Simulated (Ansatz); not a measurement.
Values for one crystal, relaxed and computed with DFT-PBEsol in the program Ansatz with PAW potentials; other levels are named.

```yaml
volume_per_atom: 14.80 Å³
electronic_character: metallic (no gap)
Pressure derivative B′: 4.8
highest_zone_centre_frequency: 264 cm^-1
Formation energy from the elements (no fitted shifts): 0.013 eV/atom
Bulk modulus (Birch–Murnaghan fit): 254 GPa
zone_centre_stability: no imaginary mode at Γ
```

### Question
Which of these materials gives this?
A) MoPt, rock salt
B) Co3Mo, P6_3/mmc (Co on 6h, Mo on 2c)
C) ZrMo, CsCl type
D) MoPd, Cmcm (Mo on 4c, Pd on 4c)

### Answer
D, MoPd, Cmcm (Mo on 4c, Pd on 4c)

The start of the workflow was typed in or built on a structure type; neither database checked (COD, Materials Project) lists it. Whether it is the stable phase at ambient conditions was not checked. The cell was relaxed with PBEsol under the symmetry of its start. The run is not spin-polarised. As this level gives no gap, phonon frequencies hold no LO–TO term and depend on the k-mesh and smearing (Fermi–Dirac, 0.1 eV here). The references are the lowest solids computed at this level, not always the standard phases. Spin–orbit coupling is left out wherever it is not named.

Potentials: the later of the program's two PAW sets.
